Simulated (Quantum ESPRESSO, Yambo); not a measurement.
# Levels of theory for the gap of TiS3 monolayer

A free-standing TiS3 monolayer (symmetry Pmmn, slab cell 20.4 Å high): one geometry, one set of PBEsol (pw.x of Quantum ESPRESSO, ONCV potentials, without SOC) orbitals, self-energies from Yambo (4×4×1 Γ-centred k mesh, bands 3 to 109 and a 5 Ry block in the screening, 109 bands in G with the Bruneval-Gonze terminator, plasmon pole fitted at 27.2 eV, slab-truncated Coulomb interaction, stochastic integration of W near q = 0).

The layer was cut from Materials Project entry mp-9920 and relaxed with PBEsol in a cell 20.4 Å high, with the Coulomb interaction truncated along z.

```json
[
 {"level": "PBEsol (Quantum ESPRESSO)", "gap Γ → Γ (eV)": "0.22", "rough Yambo cost": "–"},
 {"level": "exchange only (Hartree-Fock self-energy on PBEsol orbitals)", "gap Γ → Γ (eV)": "7.61", "rough Yambo cost": "about 1/8 (8 states)"},
 {"level": "G0W0@PBEsol, plasmon pole", "gap Γ → Γ (eV)": "1.11", "rough Yambo cost": "1 (8 states)"}
]
```

Bare exchange has no screening and gives the widest gap. All rows use the PBEsol edge points; in the exchange only run other k points give a smaller gap, 6.75 eV.

Costs are rough ratios of core time on shared machines.

Nearest settings tried, and what they do to the gap: 77 bands in G: -25 meV; 77 bands in W, 77 bands in G: -14 meV; 3 Ry block (207 vectors against 433): -21 meV; 4×2×1 mesh: -134 meV. Not varied: cell height. So the settings aren't converged at that level.

This is a model layer cut from the bulk structure; whether it is stable on its own was not checked.
